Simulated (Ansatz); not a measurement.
The following input was run with Ansatz 0.2.0.

```yaml
crystal:
  lattice:
    - [1.4528534124, 0.8388053088, 11.4042913255]
    - [-1.4528534124, 0.8388053088, 11.4042913255]
    - [0.0, -1.6776106175, 11.4042913255]
  atoms:
    - { symbol: Hg, position: [0.0, 0.0, 0.0] }
    - { symbol: Pt, position: [0.596956, 0.596956, 0.596956] }
    - { symbol: Pt, position: [0.198676, 0.198676, 0.198676] }
    - { symbol: Pt, position: [0.801324, 0.801324, 0.801324] }
    - { symbol: Pt, position: [0.403044, 0.403044, 0.403044] }
basis:
  ecutwfc: 500
kpoints:
  mp_grid: { grid: [15, 15, 15] }
hamiltonian:
  xc: r2scan
scf:
  occupations: { method: gaussian, width: 0.1 }
output:
  forces: true
  stress: true
  eigenvalues: true
  write_density: true
  write_potential: true
  elf: true
  volumetric_format: npy
relax:
  adjacent_minimum: "off"
  f_tol: 0.005
  max_steps: 80
  cell: { stress_tol: 0.05 }
```

Command:
```bash
ansatz run input.yaml --threads 1 --pin off --max-ram 2560MiB --backend cpu --events-out ev --progress --plain --runs-dir out
```

Method: DFT r2SCAN, scalar-relativistic, plane waves, PAW (Ansatz).

Part of what the program printed, abridged:

```
Pseudopotentials: kind: paw
Pseudopotential: Hg, paw, valence charge 20, recommended cutoff 500 eV (meta_gga)
Pseudopotential: Pt, paw, valence charge 18, recommended cutoff 500 eV (meta_gga)
Functional definition: r2SCAN
Crystal: 5 atoms, lattice volume = 83.388 Å³
Basis set: ecut = 500 eV, 2123 PW (Γ), FFT grids on a1−a2, a2, −a2+a3, exchange–correlation on 96×360×96 points (64 copies of the dense FFT grid, shifted against one another)
Bands: 56, of which v1, the nominal top of the filled ones, is band 46 counted from 1 (45 counted from 0)
Symmetry: 12 space group operations
Space group: R-3m (ITA 166), of the structure as read, at distance tolerance 4.4e-5 Å
k-points: 344 of 3375
Initial density: superposition of atomic densities (neutral atoms: chi_scale 0, normalization atom), corrected by the library's trained network
Initial wavefunctions: pseudopotential atomic-orbital guess
Functional: x = r2scan, c = r2scan; τ floored in thin density (d = 2e-4 eV/Å³)
SCF iter   1: F=—  HF=-63974.587171 eV  |F-HF|=—  |Δ(HF+E_count)|=         —  Δρ=1.50e-2  dr2=2.94e-1  dr2_τ=5.29e-2  ethr=1.77e-3  ⟨swp⟩=6.0  Hψ=68217  notcnv=0  defer=234
SCF iter   2: F=—  HF=-63974.583688 eV  |F-HF|=—  |Δ(HF+E_count)|=   3.48e-3  Δρ=6.91e-3  dr2=3.67e-2  dr2_τ=7.93e-3  ethr=3.20e-4  ⟨swp⟩=1.9  Hψ=24594  notcnv=0  defer=722
SCF iter   3: F=—  HF=-63974.584837 eV  |F-HF|=—  |Δ(HF+E_count)|=   1.15e-3  Δρ=4.16e-3  dr2=4.73e-2  dr2_τ=3.08e-3  ethr=3.99e-5  ⟨swp⟩=2.4  Hψ=24294  notcnv=0  defer=722
SCF iter   4: F=—  HF=-63974.584866 eV  |F-HF|=—  |Δ(HF+E_count)|=   2.95e-5  Δρ=1.45e-3  dr2=2.14e-3  dr2_τ=6.61e-5  ethr=3.99e-5  ⟨swp⟩=1.0  Hψ=18093  notcnv=0  defer=722
SCF iter   5: F=—  HF=-63974.585382 eV  |F-HF|=—  |Δ(HF+E_count)|=   5.16e-4  Δρ=5.57e-4  dr2=1.11e-3  dr2_τ=4.09e-5  ethr=2.33e-6  ⟨swp⟩=2.5  Hψ=26238  notcnv=0  defer=722
SCF iter   6: F=—  HF=-63974.585436 eV  |F-HF|=—  |Δ(HF+E_count)|=   5.38e-5  Δρ=1.59e-4  dr2=1.11e-4  dr2_τ=3.13e-6  ethr=1.21e-6  ⟨swp⟩=1.2  Hψ=18162  notcnv=0  defer=722
SCF iter   7: F=—  HF=-63974.585438 eV  |F-HF|=—  |Δ(HF+E_count)|=   1.99e-6  Δρ=5.77e-5  dr2=9.63e-6  dr2_τ=3.96e-7  ethr=1.21e-7  ⟨swp⟩=1.1  Hψ=18247  notcnv=0  defer=722
SCF iter   8: F=—  HF=-63974.585440 eV  |F-HF|=—  |Δ(HF+E_count)|=   2.56e-6  Δρ=2.67e-5  dr2=4.20e-6  dr2_τ=1.07e-7  ethr=1.05e-8  ⟨swp⟩=1.2  Hψ=18333  notcnv=0  defer=722
SCF iter   9: F=—  HF=-63974.585440 eV  |F-HF|=—  |Δ(HF+E_count)|=   7.94e-8  Δρ=6.71e-6  dr2=1.47e-7  dr2_τ=4.19e-9  ethr=4.57e-9  ⟨swp⟩=1.0  Hψ=18097  notcnv=0  defer=722
SCF iter  10: F=-63974.585440 eV  HF=-63974.585440 eV  |F-HF|=4.73e-9  |Δ(HF+E_count)|=   6.27e-9  Δρ=1.88e-6  dr2=8.20e-9  dr2_τ=2.37e-10  ethr=1.09e-10  ⟨swp⟩=12.5  Hψ=120855  notcnv=0
SCF 1 converged in 10 iterations: F = -63974.585440 eV  dr2 = 8.20e-9
relax step   1: F+E_penalty+E_count = -63974.58544014 eV  Δ(F+E_penalty+E_count) = +0.000e0 eV  max|allowed force component| = 3.395e-2 eV/Å  Δτ_max = 0.0000 Å  P = -5.721 GPa  Ω = 83.388 Å³  (10 SCF iters, dr2 threshold 1.00e-7 eV, accepted)
Crystal: 5 atoms, lattice volume = 74.978 Å³
Basis set: ecut = 500 eV, 1877 PW (Γ), FFT grids on a1−a2, a2, −a2+a3, exchange–correlation on 96×360×96 points (64 copies of the dense FFT grid, shifted against one another)
Initial density: handed on by an earlier stage of this run
Initial wavefunctions: those handed on with the density
SCF iter   1: F=—  HF=-63972.758993 eV  |F-HF|=—  |Δ(HF+E_count)|=         —  Δρ=1.77e-2  dr2=1.28e0  dr2_τ=3.27e0  ethr=1.38e-3  ⟨swp⟩=2.0  Hψ=82974  notcnv=0
SCF iter   2: F=—  HF=-63974.292120 eV  |F-HF|=—  |Δ(HF+E_count)|=    1.53e0  Δρ=1.01e-2  dr2=8.90e-2  dr2_τ=3.34e-2  ethr=1.38e-3  ⟨swp⟩=2.0  Hψ=22458  notcnv=0  defer=1
SCF iter   3: F=—  HF=-63974.291354 eV  |F-HF|=—  |Δ(HF+E_count)|=   7.66e-4  Δρ=4.25e-3  dr2=1.05e-1  dr2_τ=2.13e-3  ethr=9.68e-5  ⟨swp⟩=1.1  Hψ=22175  notcnv=0  defer=3
SCF iter   4: F=—  HF=-63974.288989 eV  |F-HF|=—  |Δ(HF+E_count)|=   2.36e-3  Δρ=1.49e-3  dr2=1.58e-2  dr2_τ=3.23e-4  ethr=9.68e-5  ⟨swp⟩=1.0  Hψ=18148  notcnv=0  defer=3
SCF iter   5: F=—  HF=-63974.287886 eV  |F-HF|=—  |Δ(HF+E_count)|=   1.10e-3  Δρ=1.19e-3  dr2=4.40e-3  dr2_τ=1.08e-4  ethr=1.71e-5  ⟨swp⟩=1.0  Hψ=18257  notcnv=0  defer=3
SCF iter   6: F=—  HF=-63974.287867 eV  |F-HF|=—  |Δ(HF+E_count)|=   1.91e-5  Δρ=2.73e-4  dr2=9.17e-5  dr2_τ=4.91e-6  ethr=4.78e-6  ⟨swp⟩=1.0  Hψ=18012  notcnv=0  defer=3
SCF iter   7: F=—  HF=-63974.287880 eV  |F-HF|=—  |Δ(HF+E_count)|=   1.27e-5  Δρ=8.74e-5  dr2=6.22e-6  dr2_τ=7.45e-7  ethr=9.96e-8  ⟨swp⟩=2.1  Hψ=23759  notcnv=0  defer=17
SCF iter   8: F=—  HF=-63974.287883 eV  |F-HF|=—  |Δ(HF+E_count)|=   3.43e-6  Δρ=2.56e-5  dr2=7.05e-7  dr2_τ=4.53e-8  ethr=6.76e-9  ⟨swp⟩=2.0  Hψ=26883  notcnv=0  defer=18
SCF iter   9: F=-63974.287883 eV  HF=-63974.287883 eV  |F-HF|=1.79e-8  |Δ(HF+E_count)|=   3.85e-7  Δρ=7.70e-6  dr2=6.51e-8  dr2_τ=2.85e-9  ethr=5.43e-10  ⟨swp⟩=13.1  Hψ=139086  notcnv=0
SCF 2 converged in 9 iterations: F = -63974.287883 eV  dr2 = 6.51e-8
relax step   2: F+E_penalty+E_count = -63974.28788332 eV  Δ(F+E_penalty+E_count) = +2.976e-1 eV  max|allowed force component| = 1.434e-1 eV/Å  Δτ_max = 0.0548 Å  P = +20.510 GPa  Ω = 74.978 Å³  energy of the carried Pulay correction = +4.442e-3 eV  (9 SCF iters, dr2 threshold 5.00e-7 eV, rejected (line search))
Crystal: 5 atoms, lattice volume = 81.357 Å³
Basis set: ecut = 500 eV, 2057 PW (Γ), FFT grids on a1−a2, a2, −a2+a3, exchange–correlation on 96×360×96 points (64 copies of the dense FFT grid, shifted against one another)
SCF iter   1: F=—  HF=-63973.211932 eV  |F-HF|=—  |Δ(HF+E_count)|=         —  Δρ=1.79e-2  dr2=1.55e0  dr2_τ=2.11e0  ethr=1.68e-3  ⟨swp⟩=1.5  Hψ=81233  notcnv=0
SCF iter   2: F=—  HF=-63974.635958 eV  |F-HF|=—  |Δ(HF+E_count)|=    1.42e0  Δρ=1.11e-2  dr2=1.69e-1  dr2_τ=4.55e-2  ethr=1.68e-3  ⟨swp⟩=3.0  Hψ=30974  notcnv=0  defer=1
SCF iter   3: F=—  HF=-63974.634214 eV  |F-HF|=—  |Δ(HF+E_count)|=   1.74e-3  Δρ=4.21e-3  dr2=4.73e-2  dr2_τ=2.11e-3  ethr=1.84e-4  ⟨swp⟩=1.0  Hψ=22347  notcnv=0  defer=5
SCF iter   4: F=—  HF=-63974.633811 eV  |F-HF|=—  |Δ(HF+E_count)|=   4.03e-4  Δρ=2.13e-3  dr2=1.37e-2  dr2_τ=9.31e-4  ethr=5.14e-5  ⟨swp⟩=1.0  Hψ=18088  notcnv=0  defer=5
SCF iter   5: F=—  HF=-63974.633690 eV  |F-HF|=—  |Δ(HF+E_count)|=   1.21e-4  Δρ=1.33e-3  dr2=1.04e-2  dr2_τ=1.68e-4  ethr=1.49e-5  ⟨swp⟩=1.0  Hψ=18199  notcnv=0  defer=5
SCF iter   6: F=—  HF=-63974.633043 eV  |F-HF|=—  |Δ(HF+E_count)|=   6.47e-4  Δρ=5.14e-4  dr2=1.31e-3  dr2_τ=2.30e-5  ethr=1.13e-5  ⟨swp⟩=1.0  Hψ=18089  notcnv=0  defer=5
SCF iter   7: F=—  HF=-63974.632975 eV  |F-HF|=—  |Δ(HF+E_count)|=   6.83e-5  Δρ=1.39e-4  dr2=5.50e-5  dr2_τ=1.79e-6  ethr=1.42e-6  ⟨swp⟩=1.2  Hψ=18256  notcnv=0  defer=5
SCF iter   8: F=—  HF=-63974.632983 eV  |F-HF|=—  |Δ(HF+E_count)|=   8.22e-6  Δρ=3.56e-5  dr2=2.01e-6  dr2_τ=9.77e-8  ethr=5.97e-8  ⟨swp⟩=1.9  Hψ=22244  notcnv=0  defer=5
SCF iter   9: F=—  HF=-63974.632987 eV  |F-HF|=—  |Δ(HF+E_count)|=   4.03e-6  Δρ=9.56e-6  dr2=1.67e-7  dr2_τ=1.02e-8  ethr=2.18e-9  ⟨swp⟩=2.1  Hψ=25879  notcnv=0  defer=5
SCF iter  10: F=—  HF=-63974.632987 eV  |F-HF|=—  |Δ(HF+E_count)|=   3.52e-8  Δρ=3.28e-6  dr2=1.11e-8  dr2_τ=1.07e-9  ethr=1.81e-10  ⟨swp⟩=2.1  Hψ=23925  notcnv=0  defer=5
SCF iter  11: F=—  HF=-63974.632987 eV  |F-HF|=—  |Δ(HF+E_count)|=   2.44e-9  Δρ=7.25e-7  dr2=9.55e-10  dr2_τ=2.08e-11  ethr=1.21e-11  ⟨swp⟩=2.0  Hψ=31973  notcnv=0  defer=5
SCF iter  12: F=-63974.632987 eV  HF=-63974.632987 eV  |F-HF|=7.28e-12  |Δ(HF+E_count)|=  2.11e-10  Δρ=2.08e-7  dr2=4.28e-11  dr2_τ=1.93e-12  ethr=1.00e-12  ⟨swp⟩=9.0  Hψ=108077  notcnv=0
SCF 3 converged in 12 iterations: F = -63974.632987 eV  dr2 = 4.28e-11
relax step   3: F+E_penalty+E_count = -63974.63298710 eV  Δ(F+E_penalty+E_count) = -4.755e-2 eV  max|allowed force component| = 4.085e-2 eV/Å  Δτ_max = 0.0112 Å  P = -0.983 GPa  Ω = 81.357 Å³  energy of the carried Pulay correction = +1.031e-3 eV  (12 SCF iters, accepted)
Crystal: 5 atoms, lattice volume = 80.818 Å³
Basis set: ecut = 500 eV, 2045 PW (Γ), FFT grids on a1−a2, a2, −a2+a3, exchange–correlation on 96×360×96 points (64 copies of the dense FFT grid, shifted against one another)
SCF iter   1: F=—  HF=-63974.621351 eV  |F-HF|=—  |Δ(HF+E_count)|=         —  Δρ=1.74e-3  dr2=7.02e-3  dr2_τ=2.33e-2  ethr=7.89e-6  ⟨swp⟩=1.4  Hψ=75193  notcnv=0
SCF iter   2: F=—  HF=-63974.636258 eV  |F-HF|=—  |Δ(HF+E_count)|=   1.49e-2  Δρ=8.97e-4  dr2=3.91e-4  dr2_τ=1.30e-4  ethr=7.63e-6  ⟨swp⟩=2.4  Hψ=30139  notcnv=0
SCF iter   3: F=—  HF=-63974.636280 eV  |F-HF|=—  |Δ(HF+E_count)|=   2.20e-5  Δρ=4.76e-4  dr2=6.49e-4  dr2_τ=2.39e-5  ethr=4.26e-7  ⟨swp⟩=1.4  Hψ=21209  notcnv=0
SCF iter   4: F=—  HF=-63974.636270 eV  |F-HF|=—  |Δ(HF+E_count)|=   9.82e-6  Δρ=1.85e-4  dr2=7.36e-5  dr2_τ=9.34e-6  ethr=4.26e-7  ⟨swp⟩=1.0  Hψ=19264  notcnv=0
SCF iter   5: F=—  HF=-63974.636267 eV  |F-HF|=—  |Δ(HF+E_count)|=   3.57e-6  Δρ=9.82e-5  dr2=6.32e-5  dr2_τ=8.34e-7  ethr=8.00e-8  ⟨swp⟩=1.0  Hψ=19264  notcnv=0
SCF iter   6: F=—  HF=-63974.636264 eV  |F-HF|=—  |Δ(HF+E_count)|=   2.73e-6  Δρ=3.35e-5  dr2=3.85e-6  dr2_τ=1.15e-7  ethr=6.87e-8  ⟨swp⟩=1.0  Hψ=19264  notcnv=0
SCF iter   7: F=-63974.636264 eV  HF=-63974.636264 eV  |F-HF|=7.11e-8  |Δ(HF+E_count)|=   2.72e-8  Δρ=1.39e-5  dr2=2.00e-7  dr2_τ=1.55e-8  ethr=5.43e-10  ⟨swp⟩=7.5  Hψ=118639  notcnv=0
SCF 4 converged in 7 iterations: F = -63974.636264 eV  dr2 = 2.00e-7
relax step   4: F+E_penalty+E_count = -63974.63626394 eV  Δ(F+E_penalty+E_count) = -3.277e-3 eV  max|allowed force component| = 2.745e-2 eV/Å  Δτ_max = 0.0052 Å  P = +0.340 GPa  Ω = 80.818 Å³  energy of the carried Pulay correction = +1.309e-3 eV  (7 SCF iters, dr2 threshold 5.00e-7 eV, accepted)
Crystal: 5 atoms, lattice volume = 80.906 Å³
Basis set: ecut = 500 eV, 2051 PW (Γ), FFT grids on a1−a2, a2, −a2+a3, exchange–correlation on 96×360×96 points (64 copies of the dense FFT grid, shifted against one another)
SCF iter   1: F=—  HF=-63974.624692 eV  |F-HF|=—  |Δ(HF+E_count)|=         —  Δρ=2.43e-3  dr2=2.95e-3  dr2_τ=1.87e-2  ethr=3.01e-6  ⟨swp⟩=2.1  Hψ=92632  notcnv=0
SCF iter   2: F=—  HF=-63974.637640 eV  |F-HF|=—  |Δ(HF+E_count)|=   1.29e-2  Δρ=1.30e-3  dr2=1.63e-3  dr2_τ=1.96e-4  ethr=3.01e-6  ⟨swp⟩=2.0  Hψ=31733  notcnv=0
SCF iter   3: F=—  HF=-63974.637591 eV  |F-HF|=—  |Δ(HF+E_count)|=   4.83e-5  Δρ=7.58e-4  dr2=3.77e-4  dr2_τ=3.58e-5  ethr=1.77e-6  ⟨swp⟩=1.0  Hψ=19264  notcnv=0
SCF iter   4: F=—  HF=-63974.637580 eV  |F-HF|=—  |Δ(HF+E_count)|=   1.17e-5  Δρ=3.12e-4  dr2=3.92e-5  dr2_τ=2.48e-6  ethr=4.09e-7  ⟨swp⟩=1.0  Hψ=19264  notcnv=0
SCF iter   5: F=—  HF=-63974.637581 eV  |F-HF|=—  |Δ(HF+E_count)|=   1.22e-6  Δρ=9.74e-5  dr2=4.04e-6  dr2_τ=1.49e-7  ethr=4.26e-8  ⟨swp⟩=1.0  Hψ=19264  notcnv=0
SCF iter   6: F=—  HF=-63974.637581 eV  |F-HF|=—  |Δ(HF+E_count)|=   4.78e-7  Δρ=3.14e-5  dr2=1.79e-6  dr2_τ=5.31e-8  ethr=4.39e-9  ⟨swp⟩=1.0  Hψ=19266  notcnv=0
SCF iter   7: F=-63974.637581 eV  HF=-63974.637581 eV  |F-HF|=4.41e-7  |Δ(HF+E_count)|=   4.89e-8  Δρ=9.87e-6  dr2=4.95e-7  dr2_τ=7.26e-9  ethr=5.43e-10  ⟨swp⟩=7.1  Hψ=115110  notcnv=0
SCF 5 converged in 7 iterations: F = -63974.637581 eV  dr2 = 4.95e-7
relax step   5: F+E_penalty+E_count = -63974.63758089 eV  Δ(F+E_penalty+E_count) = -1.317e-3 eV  max|allowed force component| = 4.096e-3 eV/Å  Δτ_max = 0.0038 Å  P = -0.078 GPa  Ω = 80.906 Å³  energy of the carried Pulay correction = +1.263e-3 eV  (7 SCF iters, dr2 threshold 5.00e-7 eV, accepted)
Crystal: 5 atoms, lattice volume = 80.881 Å³
SCF iter   1: F=—  HF=-63974.637473 eV  |F-HF|=—  |Δ(HF+E_count)|=         —  Δρ=2.39e-4  dr2=4.93e-5  dr2_τ=1.82e-4  ethr=6.16e-8  ⟨swp⟩=2.5  Hψ=73664  notcnv=0
SCF iter   2: F=—  HF=-63974.637618 eV  |F-HF|=—  |Δ(HF+E_count)|=   1.44e-4  Δρ=1.28e-4  dr2=1.67e-5  dr2_τ=2.47e-6  ethr=5.36e-8  ⟨swp⟩=2.1  Hψ=28517  notcnv=0
SCF iter   3: F=—  HF=-63974.637617 eV  |F-HF|=—  |Δ(HF+E_count)|=   1.13e-6  Δρ=7.54e-5  dr2=3.71e-6  dr2_τ=3.04e-7  ethr=1.82e-8  ⟨swp⟩=1.0  Hψ=19264  notcnv=0
SCF iter   4: F=—  HF=-63974.637616 eV  |F-HF|=—  |Δ(HF+E_count)|=   1.73e-7  Δρ=2.65e-5  dr2=2.20e-7  dr2_τ=6.93e-8  ethr=4.03e-9  ⟨swp⟩=1.0  Hψ=19264  notcnv=0
SCF iter   5: F=—  HF=-63974.637616 eV  |F-HF|=—  |Δ(HF+E_count)|=   3.81e-9  Δρ=9.45e-6  dr2=7.93e-8  dr2_τ=3.56e-9  ethr=5.29e-11  ⟨swp⟩=7.5  Hψ=108849  notcnv=0
SCF iter   6: F=-63974.637616 eV  HF=-63974.637616 eV  |F-HF|=2.39e-8  |Δ(HF+E_count)|=   3.20e-9  Δρ=3.53e-6  dr2=2.86e-8  dr2_τ=3.43e-10  ethr=5.29e-11  ⟨swp⟩=6.8  Hψ=94248  notcnv=0
SCF 6 converged in 6 iterations: F = -63974.637616 eV  dr2 = 2.86e-8
relax step   6: F+E_penalty+E_count = -63974.63761642 eV  Δ(F+E_penalty+E_count) = -3.554e-5 eV  max|allowed force component| = 8.603e-4 eV/Å  Δτ_max = 0.0003 Å  P = +0.004 GPa  Ω = 80.881 Å³  energy of the carried Pulay correction = +1.276e-3 eV  (6 SCF iters, dr2 threshold 4.86e-8 eV, accepted)
Initial wavefunctions: pseudopotential atomic-orbital guess (no wavefunctions were taken with the density)
SCF iter   1: F=—  HF=-63974.636440 eV  |F-HF|=—  |Δ(HF+E_count)|=         —  Δρ=1.01e-4  dr2=9.24e-7  dr2_τ=1.05e-5  ethr=3.40e-8  ⟨swp⟩=4.0  Hψ=119957  notcnv=0
SCF iter   2: F=—  HF=-63974.636450 eV  |F-HF|=—  |Δ(HF+E_count)|=   1.00e-5  Δρ=5.26e-5  dr2=2.48e-7  dr2_τ=3.90e-7  ethr=1.00e-9  ⟨swp⟩=2.3  Hψ=30220  notcnv=0
SCF iter   3: F=—  HF=-63974.636453 eV  |F-HF|=—  |Δ(HF+E_count)|=   2.86e-6  Δρ=3.86e-6  dr2=1.01e-8  dr2_τ=3.00e-9  ethr=2.70e-10  ⟨swp⟩=2.0  Hψ=29040  notcnv=0
SCF iter   4: F=—  HF=-63974.636453 eV  |F-HF|=—  |Δ(HF+E_count)|=   7.26e-9  Δρ=2.24e-6  dr2=1.08e-8  dr2_τ=9.02e-10  ethr=1.10e-11  ⟨swp⟩=2.1  Hψ=28948  notcnv=0
SCF iter   5: F=—  HF=-63974.636453 eV  |F-HF|=—  |Δ(HF+E_count)|=  6.55e-11  Δρ=6.55e-7  dr2=1.99e-9  dr2_τ=7.74e-11  ethr=1.10e-11  ⟨swp⟩=1.0  Hψ=19264  notcnv=0
SCF iter   6: F=—  HF=-63974.636453 eV  |F-HF|=—  |Δ(HF+E_count)|=  1.09e-10  Δρ=4.49e-7  dr2=1.06e-9  dr2_τ=1.65e-11  ethr=2.16e-12  ⟨swp⟩=1.0  Hψ=19264  notcnv=0
SCF iter   7: F=—  HF=-63974.636453 eV  |F-HF|=—  |Δ(HF+E_count)|=  4.37e-11  Δρ=1.15e-7  dr2=7.18e-11  dr2_τ=1.29e-12  ethr=1.15e-12  ⟨swp⟩=1.0  Hψ=19264  notcnv=0
SCF iter   8: F=-63974.636453 eV  HF=-63974.636453 eV  |F-HF|=7.28e-12  |Δ(HF+E_count)|=  7.28e-12  Δρ=3.14e-8  dr2=4.62e-12  dr2_τ=6.42e-14  ethr=1.00e-12  ⟨swp⟩=4.9  Hψ=67010  notcnv=0
SCF 7 converged in 8 iterations: F = -63974.636453 eV  dr2 = 4.62e-12
SCF converged after 8 iterations
Free energy (F): -63974.636453 eV
Harris-Foulkes:  -63974.636453 eV  (|F-HF|=7.28e-12)
Internal energy: -63974.602818 eV  (E = F + TS)
E sigma→0 (E₀):  -63974.619635 eV
Entropy (-TS):   -0.033635 eV (-6.727 meV/atom)
Fermi energy:    21.646988 eV
--- Per-component energies (eV) ---
  E_band       = -962.065101
  E_kinetic    = 3156.131213
  E_local      = -8152.661044  (includes V_loc(G=0)·N_el)
  E_nonlocal   = 882.988134
  E_hartree    = 3167.467839
  E_xc         = -1209.050804
  E_vxc        = -1640.054401  (∫ρ·V_xc dr)
  E_paw        = -47890.459610  (= ΣΔE_a)
  E_vpaw       = -1649.445107  (= ΣTr[D̂ρ^β])
  E_aug_tail   = 0.000988  (compensation charges beyond the density's cutoff)
  E_vtau       = 106.039455  (kinetic-family band-sum trace: ∫τ·v_τ [+ j·A + Jᵃ·Aᵃ] dr)
  E_ewald      = -13927.944627
  E_core_change = -1.074906  (= ΣΔE_core)
  E_smearing   = -0.033635  (= −TS)
--- Forces (eV/Å), atoms counted from 1 ---
  atom   1  Hg     0.00000000     0.00000000     0.00000000
  atom   2  Pt     0.00000000     0.00000000     0.00076036
  atom   3  Pt     0.00000000     0.00000000     0.00018501
  atom   4  Pt     0.00000000     0.00000000    -0.00018501
  atom   5  Pt     0.00000000     0.00000000    -0.00076036
--- Stress (GPa, compression-positive) ---
       -0.010959       0.000000       0.000000
        0.000000      -0.010959       0.000000
        0.000000       0.000000      -0.002379
  P = ⅓ Tr σ = -0.0081 GPa (-0.081 kbar)
--- Band table (eV; the first three rows and the last of 344) ---
  k-point 0: bands = ["-96.4178", "-78.6724", "-78.6525", "-78.5279", "-78.5278", "-44.2332", "-44.2332", "-44.1994", "-32.5028", "-32.3116", "-32.1520", "-32.1520", "-32.1332", "-32.1101", "-32.1101", "-32.0693", "-32.0236", "-32.0236", "-32.0220", "-32.0220", "10.5168", "11.9346", "13.0900", "13.0900", "13.1217", "13.1643", "14.4504", "14.4504", "14.7044", "15.6578", "17.6759", "18.0082", "18.0082", "18.0787", "18.0787", "18.2396", "18.4109", "18.4109", "18.4619", "18.4619", "19.2767", "19.8494", "19.9269", "19.9269", "19.9851", "19.9851", "20.6722", "20.6722", "21.4511", "21.4511", "27.6494", "29.7563", "35.8608", "36.2282", "36.6524", "36.9796"]
  k-point 1: bands = ["-96.4175", "-78.6715", "-78.6520", "-78.5272", "-78.5271", "-44.2393", "-44.2348", "-44.1987", "-32.4983", "-32.3123", "-32.1621", "-32.1559", "-32.1469", "-32.1128", "-32.1075", "-32.0733", "-32.0343", "-32.0328", "-32.0265", "-32.0247", "10.6666", "12.0500", "13.0420", "13.1707", "13.1781", "13.2979", "14.3792", "14.4324", "14.8502", "15.7355", "17.5768", "17.9175", "18.1104", "18.1117", "18.1386", "18.2038", "18.3272", "18.5077", "18.5582", "18.5650", "18.9247", "19.4086", "19.7753", "19.7859", "20.1042", "20.1061", "20.6463", "21.1373", "21.4821", "21.8889", "27.7535", "29.7678", "35.9731", "36.2848", "36.8243", "37.1450"]
  k-point 2: bands = ["-96.4167", "-78.6689", "-78.6505", "-78.5253", "-78.5252", "-44.2565", "-44.2392", "-44.1967", "-32.4857", "-32.3167", "-32.1934", "-32.1757", "-32.1666", "-32.1205", "-32.1071", "-32.0872", "-32.0683", "-32.0542", "-32.0346", "-32.0324", "11.0883", "12.3560", "12.9431", "13.3474", "13.4045", "13.5232", "14.3756", "14.3812", "15.2370", "15.9523", "17.3544", "17.6668", "17.8936", "18.1002", "18.2708", "18.2774", "18.4136", "18.5218", "18.7518", "18.7816", "18.7915", "18.8640", "19.5486", "19.6475", "20.1678", "20.2433", "20.6274", "21.5473", "22.0219", "22.6289", "28.0361", "29.8555", "35.3837", "36.5286", "36.9153", "37.0557"]
  k-point 343: bands = ["-96.4175", "-78.6715", "-78.6520", "-78.5272", "-78.5271", "-44.2393", "-44.2348", "-44.1987", "-32.4982", "-32.3127", "-32.1621", "-32.1559", "-32.1463", "-32.1128", "-32.1072", "-32.0739", "-32.0343", "-32.0327", "-32.0265", "-32.0247", "10.6970", "12.2475", "12.3418", "13.0445", "13.1707", "14.1944", "14.4325", "14.5780", "14.6057", "15.6013", "17.6310", "17.8267", "17.9321", "18.1080", "18.1234", "18.1814", "18.1925", "18.3452", "18.4595", "18.6461", "18.6573", "19.7946", "19.8137", "20.0870", "20.0903", "20.2719", "20.5996", "20.8061", "21.5134", "22.5930", "26.1160", "32.8488", "33.0316", "35.9334", "36.9904", "37.5910"]
--- Relaxed structure (6 steps of the walk, 5 accepted, 1 SCFs on fresh bases) ---
  F+E_penalty+E_count = -63974.63645291 eV   max|allowed force component| = 7.604e-4 eV/Å   (the final SCF, on the basis selected at the relaxed cell)
  cell:  # Å, volume = 80.8813 Å³
    - [1.42881753, 0.82492818, 11.43679116]
    - [-1.42881753, 0.82492818, 11.43679116]
    - [0.0, -1.64985637, 11.43679116]
  atoms:
    - { symbol: Hg, position: [0.0, 0.0, 0.0] }
    - { symbol: Pt, position: [0.59753853, 0.59753853, 0.59753853] }
    - { symbol: Pt, position: [0.19896366, 0.19896366, 0.19896366] }
    - { symbol: Pt, position: [0.80103633, 0.80103633, 0.80103633] }
    - { symbol: Pt, position: [0.40246146, 0.40246146, 0.40246146] }
```

The relaxation met its thresholds.

Time: 18 min on 1 thread of AMD EPYC 7R13 Processor (Zen 3), with other jobs on the host, peak memory 1.6 GiB.

Spin–orbit coupling is left out, which can shift energies with elements as heavy as these.